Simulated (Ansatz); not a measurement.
Al (bcc (W type), Im-3m) at seven volumes, DFT-PBEsol in the program Ansatz with PAW potentials, scaled uniformly. One row is withheld.

```csv
V (Å³/atom),P (GPa)
15.098,?
15.595,5.14
16.093,2.39
16.591,0.00
17.088,-2.05
17.586,-3.82
18.084,-5.31
```

Problem. Fit the shown pressures and predict the withheld one.

Solution. P = (3/2)B₀(x^(7/2) − x^(5/2))[1 + (3/4)(B′ − 4)(x − 1)] with x = (V₀/V)^(2/3). Least squares on the six rows gives V₀ = 16.590 Å³/atom, B₀ = 73.4 GPa, B′ = 4.03. At V = 15.098, x = 1.0648 and P = 8.37 GPa. The run itself gave 8.37 GPa.

The workflow started from a Materials Project entry (that database holds measured and hypothetical structures alike); the Crystallography Open Database copy checked does not list it. It is not the phase usual at ambient conditions (space group No. 225). Symmetry was held in the PBEsol relaxation. At this level the phase is mechanically unstable.

Potentials: the later of the program's two PAW sets.
